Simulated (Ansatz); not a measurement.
Below is a relaxed structure of Sn₃O. The cell was found from a structure generator's guess, not taken from experiment.

The calculation used DFT PBE, scalar-relativistic, plane waves, PAW (Ansatz). Cutoff 420 eV, Γ-centred mesh, Gaussian smearing, no spin polarisation.

```
Sn O
1.0
    -2.85474    2.85474    2.85474
     2.85474   -2.85474    2.85474
     2.85474    2.85474   -2.85474
Sn O
3 1
Cartesian
  2.8547 0.0000 0.0000
  0.0000 2.8547 0.0000
  0.0000 0.0000 2.8547
  0.0000 0.0000 0.0000
```

Formation energies are uncorrected and refer to the elements' standard structures at the same level (O₂ as a molecule). The references include grey tin.

(1) Find its symmetry and describe it.

(2) What is its formation energy per atom?

(3) Is it a metal?

Results:

(1) Im-3m (No. 229). Conventional cell: a = 5.709 Å. Sn has 2 O at 2.85 Å and 4 Sn at 2.85 Å; around O lie 6 Sn at 2.85 Å.

(2) −0.01 eV/atom. The formation energy is too near zero to say whether this cell lies below the elements.

(3) Yes, bands cross the Fermi level on the 12×12×12 mesh.

The last run used a 12×12×12 mesh for its 4-atom cell and Gaussian smearing of 0.10 eV. The k mesh leaves some 4 meV/atom of noise in the energy of each metallic cell. Symmetry constrained the relaxation, so the result can be a saddle point.
